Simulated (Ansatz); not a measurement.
C in space group I4_1/amd (No. 141; C on 8e) at seven volumes, plane-wave PAW r²SCAN (Ansatz code), shape and atoms relaxed at each. One row is withheld.

```csv
V (Å³/atom),P (GPa)
6.270,38.50
6.477,23.88
6.683,11.13
6.890,0.00
7.097,-9.73
7.303,?
7.510,-25.63
```

Task: Fit the shown pressures and predict the withheld one.

Result: P = (3/2)B₀(x^(7/2) − x^(5/2))[1 + (3/4)(B′ − 4)(x − 1)] with x = (V₀/V)^(2/3). Least squares on the six rows gives V₀ = 6.890 Å³/atom, B₀ = 346 GPa, B′ = 3.51. At V = 7.303, x = 0.9619 and P = -18.18 GPa. The run itself gave -18.22 GPa.

The start of the workflow was typed in or built on a structure type; the Crystallography Open Database files this formula in space group No. 141, but the cells were not matched. It is not the phase usual at ambient conditions (space group No. 194, 227). The cell was relaxed with r²SCAN under the symmetry of its start; its stability against distortions is not shown here.

Potentials: the earlier of the program's two PAW sets.
